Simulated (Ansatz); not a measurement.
AlCo:
```xyz
2
Lattice="0.0000 2.3661 2.3661 2.3661 0.0000 2.3661 2.3661 2.3661 0.0000" Properties=species:S:1:pos:R:3 pbc="T T T"
Co     0.0000     0.0000     0.0000
Al     2.3661     2.3661     2.3661
```

Relaxed with PBEsol.

Task: Decompose the optical modes at the zone centre into irreducible representations, and say which are infrared and Raman allowed.

Result: Point group m-3m: Γ_opt = T1u. Infrared: T1u. Raman: none.

Task: Assign frequencies (DFPT, plane-wave PAW PBEsol (Ansatz code)).

Result: T1u 333 cm⁻¹.

Space group Fm-3m (rock salt). The start of the workflow was typed in or built on a structure type; neither database checked (COD, Materials Project) lists it. Its standing as an ambient phase is unchecked. Symmetry was held in the PBEsol relaxation. At this level the phase is mechanically unstable. The workflow began spin-polarised and lost its moments. Its formation energy is positive at this level, so the cell may be metastable or incomplete. As this level gives no gap, phonon frequencies hold no LO–TO term and depend on the k-mesh and smearing (Fermi–Dirac, 0.1 eV here).

Potentials: the later of the program's two PAW sets.
